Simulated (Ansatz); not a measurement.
## Where the states of Mg lie

```cif
data_structure
_symmetry_space_group_name_H-M 'Fm-3m'
_symmetry_Int_Tables_number 225
_cell_length_a 4.4885
_cell_length_b 4.4885
_cell_length_c 4.4885
_cell_angle_alpha 90.000
_cell_angle_beta 90.000
_cell_angle_gamma 90.000
_cell_volume 90.43
loop_
_atom_site_label
_atom_site_type_symbol
_atom_site_symmetry_multiplicity
_atom_site_Wyckoff_symbol
_atom_site_fract_x
_atom_site_fract_y
_atom_site_fract_z
_atom_site_occupancy
Mg1 Mg 4 a 0.00000 0.00000 0.00000 1
```

The runs use the primitive cell with vectors (0.000, 2.244, 2.244), (2.244, 0.000, 2.244), (2.244, 2.244, 0.000) Å, to which the k mesh refers.

The cell is the one relaxed in the Materials Project (mp-1056702), not relaxed further here; entries there can be hypothetical.

The calculation used Ansatz 0.2.0, DFT, LDA, all-electron LAPW, scalar-relativistic.

The runs use a Γ-centred 16×16×16 k mesh, Fermi–Dirac smearing of 0.03 eV, basis error target 1 meV/atom, no spin polarisation.

States per eV and cell, averaged over 0.6 eV, from -7.0 to 3.0 eV, with energies (bin centres) from the Fermi level; empty bins are left out. 

```json
{"E (eV)": "-6.8", "total": "0.05"}
{"E (eV)": "-6.2", "total": "0.13"}
{"E (eV)": "-5.6", "total": "0.18"}
{"E (eV)": "-5.0", "total": "0.22"}
{"E (eV)": "-4.4", "total": "0.25"}
{"E (eV)": "-3.8", "total": "0.28"}
{"E (eV)": "-3.2", "total": "0.31"}
{"E (eV)": "-2.6", "total": "0.34"}
{"E (eV)": "-2.0", "total": "0.39"}
{"E (eV)": "-1.4", "total": "0.38"}
{"E (eV)": "-0.8", "total": "0.40"}
{"E (eV)": "-0.2", "total": "0.47"}
{"E (eV)": "0.4", "total": "0.42"}
{"E (eV)": "1.0", "total": "0.46"}
{"E (eV)": "1.6", "total": "0.51"}
{"E (eV)": "2.2", "total": "0.44"}
{"E (eV)": "2.8", "total": "0.54"}
```
